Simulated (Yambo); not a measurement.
G0W0@LDA for BaO (NiAs type, space group P6_3/mmc, No. 194) in Yambo. Reference settings: 6×6×2 Γ-centred k mesh, 121 bands and a 7 Ry block in the screening, 121 bands in G with the Bruneval-Gonze terminator, plasmon pole fitted at 27.2 eV. The LDA gap H → M on this mesh is 2.37 eV; G0W0 gaps are taken between the same points.

Gap (H → M) in eV against the number of bands and the screening block, terminator on:

```json
[
 {"bands (W and G)": "31", "2 Ry": "4.483", "3 Ry": "4.419", "4 Ry": "4.290", "6 Ry": "4.252", "7 Ry": "4.247"},
 {"bands (W and G)": "46", "2 Ry": "4.074", "3 Ry": "4.010", "4 Ry": "3.887", "6 Ry": "3.884", "7 Ry": "3.883"},
 {"bands (W and G)": "67", "2 Ry": "3.848", "3 Ry": "3.785", "4 Ry": "3.685", "6 Ry": "3.717", "7 Ry": "3.723"},
 {"bands (W and G)": "94", "2 Ry": "3.761", "3 Ry": "3.694", "4 Ry": "3.599", "6 Ry": "3.651", "7 Ry": "3.659"},
 {"bands (W and G)": "121", "2 Ry": "3.731", "3 Ry": "3.661", "4 Ry": "3.566", "6 Ry": "3.622", "7 Ry": "3.634"}
]
```

Rough cost of the Yambo step against the reference (shared machines):

```
bands (W and G)  2 Ry  3 Ry  4 Ry  6 Ry  7 Ry
---------------  ----  ----  ----  ----  ----
31                1/6   1/6   1/6   1/6   1/5
46                1/4   1/4   1/4   1/3   1/3
67                1/2   1/2   1/2   1/2    ~1
94                 ~1    ~1    ~1    ~1    ~1
121                ~1    ~1    ~1    ~1     1
```

At the largest block the last step in bands moves the gap by -0.025 eV; at the most bands the last step in the block moves it by 0.012 eV.

Geometry relaxed with LDA; primitive cell a = b = 3.6998 Å, c = 6.4662 Å, α = β = 90.00°, γ = 120.00°.

This is not the ordinary phase of the substance; no match was found in the copy of COD used, and its stability was not checked.
